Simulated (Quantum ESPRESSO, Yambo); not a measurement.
CaCd₃O₄ (space group Cmmm, No. 65): one geometry, one set of PBEsol (pw.x of Quantum ESPRESSO, ONCV potentials, without SOC) orbitals, self-energies from Yambo (2×2×4 Γ-centred k mesh, bands 13 to 181 and a 7 Ry block in the screening, 181 bands in G with the Bruneval-Gonze terminator, plasmon pole fitted at 27.2 eV).

```
level                                                        gap Γ → Γ (eV)
-----------------------------------------------------------  --------------
PBEsol (Quantum ESPRESSO)                                              0.17
exchange only (Hartree-Fock self-energy on PBEsol orbitals)      (withheld)
static COHSEX@PBEsol                                             (withheld)
G0W0@PBEsol, plasmon pole                                              1.04
```

Problem. Complete the blanks.

Solution. 
- exchange only (Hartree-Fock self-energy on PBEsol orbitals), gap Γ → Γ (eV): 8.67
- static COHSEX@PBEsol, gap Γ → Γ (eV): 1.43

Bare exchange has no screening and gives the widest gap; static COHSEX screens it but leaves out the frequency dependence, which G0W0 restores.

Nearest settings tried, and what they do to the gap: 87 bands in G: +37 meV; 100 bands in W: +217 meV. Not varied: block, mesh. So the settings aren't converged at that level.

Geometry of the Materials Project entry, not relaxed at this level; primitive cell a = b = 5.790 Å, c = 3.370 Å, α = β = 90.00°, γ = 109.69°.

The structure is a Materials Project entry; no match was found in the copy of COD used, and its stability was not checked.
